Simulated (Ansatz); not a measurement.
BeTe:
```yaml
crystal:
  lattice:
    - [3.91153, 0.00000, 0.00000]
    - [-1.95577, 3.38749, 0.00000]
    - [0.00000, 0.00000, 6.46347]
  atoms:
    - { symbol: Be, position: [0.66667, 0.33333, 0.50081] }
    - { symbol: Be, position: [0.33333, 0.66667, 0.00081] }
    - { symbol: Te, position: [0.66667, 0.33333, 0.87419] }
    - { symbol: Te, position: [0.33333, 0.66667, 0.37419] }
```

Relaxed with LDA. Special points in fractions of this cell's reciprocal vectors: Γ (0.000, 0.000, 0.000); M (0.500, 0.000, 0.000); K (0.333, 0.333, 0.000); A (0.000, 0.000, 0.500); L (0.500, 0.000, 0.500); H (0.333, 0.333, 0.500).

### Question
List the band energies nearest the valence-band maximum at these points for LDA (plane waves, PAW; program Ansatz).

### Answer
In eV from the valence-band maximum; about four levels below and three above (degenerate sets whole), none deeper than 8.9 eV; points with the same levels are listed once.

```csv
k,below,above
Γ,-1.31 -1.31 -0.22 0.00 0.00,2.85 3.32 3.32
M,-4.05 -2.86 -2.56 -1.30,2.10 3.77 4.22
K,-4.55 -4.55 -3.19 -3.19 -3.12,2.06 6.07 6.07
A,-0.76 -0.76 -0.76 -0.76,3.28 3.28 4.20 4.20 4.20 4.20
L,-2.23 -2.23 -2.22 -2.22,2.39 2.39 3.39 3.39
H,-4.17 -4.17 -1.84 -1.84,3.27 3.27 4.71 4.71
```

Space group P6_3mc (wurtzite). The workflow started from a Materials Project entry (that database holds measured and hypothetical structures alike); the Crystallography Open Database copy checked does not list it. COD files the formula under space group No. 216, so this cell is another polymorph or a model. Its standing as an ambient phase is unchecked. The LDA relaxation kept the symmetry of its start; of distortions, only those at the zone centre were tested. Scalar-relativistic: spin–orbit coupling is off unless named, which matters more the heavier the elements.

Potentials: the later of the program's two PAW sets.
